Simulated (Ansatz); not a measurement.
Relaxed-ion elastic tensor of Sr (simple cubic, Pm-3m) in GPa (Voigt order), r²SCAN (plane waves, PAW; program Ansatz); density 2.61 g/cm³, 55.65 Å³ per atom.

|  | 1 | 2 | 3 | 4 | 5 | 6 |
|---|---|---|---|---|---|---|
| 1 | 37.2 | -7.1 | -7.1 | 0.0 | 0.0 | 0.0 |
| 2 | -7.1 | 37.2 | -7.1 | 0.0 | 0.0 | 0.0 |
| 3 | -7.1 | -7.1 | 37.2 | 0.0 | 0.0 | 0.0 |
| 4 | 0.0 | 0.0 | 0.0 | -6.5 | 0.0 | 0.0 |
| 5 | 0.0 | 0.0 | 0.0 | 0.0 | -6.5 | 0.0 |
| 6 | 0.0 | 0.0 | 0.0 | 0.0 | 0.0 | -6.5 |

**Question.** Is the crystal mechanically stable?

**Answer.** No: the smallest eigenvalue of C is -6.5 GPa.

The cell is a constructed one: a structure type filled with these elements; neither database checked (COD, Materials Project) lists it. It is not the phase usual at ambient conditions (space group No. 225). Symmetry was held in the r²SCAN relaxation. At this level the phase is dynamically unstable (imaginary phonons). As this level gives no gap, shear constants depend on the k-mesh and smearing (Fermi–Dirac, 0.1 eV here).

Potentials: the later of the program's two PAW sets.
